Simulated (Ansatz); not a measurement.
ZnAu:
```
ZnAu
1.0
    3.12860     0.00000     0.00000
    0.00000     3.12860     0.00000
    0.00000     0.00000     3.12860
Au Zn
1 1
Cartesian
  0.00000   0.00000   0.00000
  1.56430   1.56430   1.56430
```

Relaxed with PBEsol. Special points in fractions of this cell's reciprocal vectors: Γ (0.000, 0.000, 0.000); X (0.000, 0.500, 0.000); M (0.500, 0.500, 0.000); R (0.500, 0.500, 0.500).

Problem. List the band energies nearest the Fermi level at these points for the program Ansatz at the PBEsol level (PAW).

Solution. In eV from the Fermi level; about four levels below and three above (degenerate sets whole), none deeper than 8.9 eV; points with the same levels are listed once.

```json
[
 {"k": "Γ", "below": "-5.53 -5.53 -3.80 -3.80 -3.80", "above": "4.91 4.91 4.91"},
 {"k": "X", "below": "-5.04 -5.04 -3.98 -2.42", "above": "10.34 11.15 11.15"},
 {"k": "M", "below": "-4.15 -4.15 -3.20 -2.16 -2.16", "above": "0.84 2.56 10.39"},
 {"k": "R", "below": "-6.62 -6.62 -6.62 -3.15 -3.15", "above": "1.36 3.59 3.68 3.68 3.68"}
]
```

Space group Pm-3m (CsCl type). The cell was relaxed with PBEsol under the symmetry of its start; of distortions, only those at the zone centre were tested. Spin–orbit coupling is left out wherever it is not named.

Potentials: the later of the program's two PAW sets.
